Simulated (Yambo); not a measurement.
G0W0@PBEsol for MgI₂ (CdI2 type, space group P-3m1, No. 164) in Yambo. Reference settings: 3×3×2 Γ-centred k mesh, bands 5 to 191 and a 8 Ry block in the screening, 191 bands in G with the Bruneval-Gonze terminator, plasmon pole fitted at 27.2 eV. The PBEsol gap Γ → Γ on this mesh is 3.62 eV; G0W0 gaps are taken between the same points.

With and without the terminator, as bands are cut:

```tsv
bands in G (in W)	gap, terminator (eV)	gap, none (eV)	valence shift, terminator (eV)	valence shift, none (eV)
65 (191)	5.340	5.276	-1.070	-0.745
119 (191)	5.335	5.301	-1.107	-0.960
191 (191)	5.338	5.329	-1.118	-1.059
```

Over this range the gap spans 0.005 eV with the terminator and 0.053 eV without, the valence shift 0.048 eV and 0.314 eV. Neither column has reached its limit for certain.

Spin-orbit coupling is not included.

Geometry relaxed with PBE+D3(BJ); primitive cell a = b = 4.126 Å, c = 6.827 Å, α = β = 90.00°, γ = 120.00°.

A shift is the quasiparticle energy of the state minus its PBEsol energy.
